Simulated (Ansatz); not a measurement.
ZrB$_{2}$:
```yaml
crystal:
  lattice:
    - [3.07618, 0.00000, 0.00000]
    - [-1.53809, 2.66405, 0.00000]
    - [0.00000, 0.00000, 8.56450]
  atoms:
    - { symbol: Zr, position: [0.66667, 0.33333, 0.75000] }
    - { symbol: Zr, position: [0.33333, 0.66667, 0.25000] }
    - { symbol: B, position: [0.66667, 0.33333, 0.47301] }
    - { symbol: B, position: [0.33333, 0.66667, 0.52699] }
    - { symbol: B, position: [0.33333, 0.66667, 0.97301] }
    - { symbol: B, position: [0.66667, 0.33333, 0.02699] }
```

Relaxed with PBE. Special points in fractions of this cell's reciprocal vectors: Γ (0.000, 0.000, 0.000); M (0.500, 0.000, 0.000); K (0.333, 0.333, 0.000); A (0.000, 0.000, 0.500); L (0.500, 0.000, 0.500); H (0.333, 0.333, 0.500).

Task: List the band energies nearest the Fermi level at these points for the program Ansatz at the PBE level (PAW).

Result: In eV from the Fermi level; about four levels below and three above (degenerate sets whole), none deeper than 8.9 eV; points with the same levels are listed once.

```tsv
k	below	above
Γ	-5.89 -3.23 -2.34 -1.41	0.39 0.39 0.39 0.39
M	-1.54 -1.10 -0.92 -0.51	0.44 2.79 4.84
K	-1.78 -1.78 -0.75 -0.75	0.09 0.35 1.28
A	-4.64 -4.64 -1.71 -1.71	0.35 0.35 0.35 0.35
L	-1.95 -1.95 -1.53 -1.53	0.73 0.73 4.19 4.19
H	-1.87 -1.87 -1.03 -1.03	0.27 0.27 2.53 2.53
```

Space group P6_3/mmc. The start of the workflow was typed in or built on a structure type; neither database checked (COD, Materials Project) lists it. It is not the phase usual at ambient conditions (space group No. 191). The cell was relaxed with PBE under the symmetry of its start; its stability against distortions is not shown here. No spin polarisation was allowed. Scalar-relativistic: spin–orbit coupling is off unless named, which matters more the heavier the elements.

Potentials: the earlier of the program's two PAW sets.
